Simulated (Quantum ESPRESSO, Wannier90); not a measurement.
## Tight-binding from DFT: SnTe (rock salt)

```
begin unit_cell_cart
ang
    0.0000000000    3.1858150000    3.1858150000
    3.1858150000    0.0000000000    3.1858150000
    3.1858150000    3.1858150000    0.0000000000
end unit_cell_cart
begin atoms_frac
Sn   0.0000000000  0.0000000000  0.0000000000
Te   0.5000000000  0.5000000000  0.5000000000
end atoms_frac
```

Structure: Materials Project mp-1883, symmetrised, not relaxed again. COD (Crystallography Open Database) has an entry of this formula and space group (matched by these alone). Computed values, not measurements, from PBEsol: Quantum ESPRESSO (norm-conserving PseudoDojo potentials, cutoff 66 Ry, no spin polarisation, no spin-orbit coupling) on a Γ-centred 8×8×8 mesh, then Wannier90. Density: 8×8×8 mesh, cold smearing 0.01 Ry. Spin-orbit coupling is left out although heavy elements are present.

Band 11 is isolated and gives one Wannier function a cell (Te2 5s 78 %, Sn1 5p 14 %, Sn1 5s 7 %; spread 2.09 Å²). Its on-site energy is ε = -11.484 eV relative to the Fermi level, and its hoppings t(R) = t(−R) to the nearer images are (images within this range that aren't listed have |t| under 5 meV):

```json
[
 {"R (lattice vectors; −R alike)": "0 0 1", "distance (Å)": "4.51", "t (eV)": "-0.105"},
 {"R (lattice vectors; −R alike)": "0 1 -1", "distance (Å)": "4.51", "t (eV)": "-0.105"},
 {"R (lattice vectors; −R alike)": "0 1 0", "distance (Å)": "4.51", "t (eV)": "-0.105"},
 {"R (lattice vectors; −R alike)": "1 -1 0", "distance (Å)": "4.51", "t (eV)": "-0.105"},
 {"R (lattice vectors; −R alike)": "1 0 -1", "distance (Å)": "4.51", "t (eV)": "-0.105"},
 {"R (lattice vectors; −R alike)": "1 0 0", "distance (Å)": "4.51", "t (eV)": "-0.105"},
 {"R (lattice vectors; −R alike)": "1 -1 -1", "distance (Å)": "6.37", "t (eV)": "-0.006"},
 {"R (lattice vectors; −R alike)": "1 -1 1", "distance (Å)": "6.37", "t (eV)": "-0.006"},
 {"R (lattice vectors; −R alike)": "1 1 -1", "distance (Å)": "6.37", "t (eV)": "-0.006"},
 {"R (lattice vectors; −R alike)": "0 1 -2", "distance (Å)": "7.80", "t (eV)": "0.007"},
 {"R (lattice vectors; −R alike)": "0 1 1", "distance (Å)": "7.80", "t (eV)": "0.007"},
 {"R (lattice vectors; −R alike)": "0 2 -1", "distance (Å)": "7.80", "t (eV)": "0.007"},
 {"R (lattice vectors; −R alike)": "1 -2 0", "distance (Å)": "7.80", "t (eV)": "0.007"},
 {"R (lattice vectors; −R alike)": "1 -2 1", "distance (Å)": "7.80", "t (eV)": "0.007"},
 {"R (lattice vectors; −R alike)": "1 0 -2", "distance (Å)": "7.80", "t (eV)": "0.007"},
 {"R (lattice vectors; −R alike)": "1 0 1", "distance (Å)": "7.80", "t (eV)": "0.007"},
 {"R (lattice vectors; −R alike)": "1 1 -2", "distance (Å)": "7.80", "t (eV)": "0.007"},
 {"R (lattice vectors; −R alike)": "1 1 0", "distance (Å)": "7.80", "t (eV)": "0.007"},
 {"R (lattice vectors; −R alike)": "2 -1 -1", "distance (Å)": "7.80", "t (eV)": "0.007"},
 {"R (lattice vectors; −R alike)": "2 -1 0", "distance (Å)": "7.80", "t (eV)": "0.007"},
 {"R (lattice vectors; −R alike)": "2 0 -1", "distance (Å)": "7.80", "t (eV)": "0.007"}
]
```

Work out the band energy at Γ, X, U, K from these numbers.

For one orbital E(k) = ε + Σ_R 2 t(R) cos(2π k·R), the sum over the listed R.
- Γ, k = (0.000, 0.000, 0.000): E = -11.484 + (-0.105)·(12.00) + (-0.006)·(6.00) + (0.007)·(24.00) = -12.61 eV; pw.x: -12.59 eV
- X, k = (0.500, 0.000, 0.500): E = -11.484 + (-0.105)·(-4.00) + (-0.006)·(6.00) + (0.007)·(-8.00) = -11.16 eV; pw.x: -11.12 eV
- U, k = (0.625, 0.250, 0.625): E = -11.484 + (-0.105)·(-3.66) + (-0.006)·(2.00) + (0.007)·(4.00) = -11.08 eV; pw.x: -11.08 eV
- K, k = (0.375, 0.375, 0.750): E = -11.484 + (-0.105)·(-3.66) + (-0.006)·(2.00) + (0.007)·(4.00) = -11.08 eV; pw.x: -11.08 eV

At these points the listed shells miss the plane-wave band by up to 0.04 eV, of a width of 1.55 eV on the path. With all its hoppings the model misses the band by 0.4 meV at worst on the whole path, so most of the miss comes from the hoppings not listed.
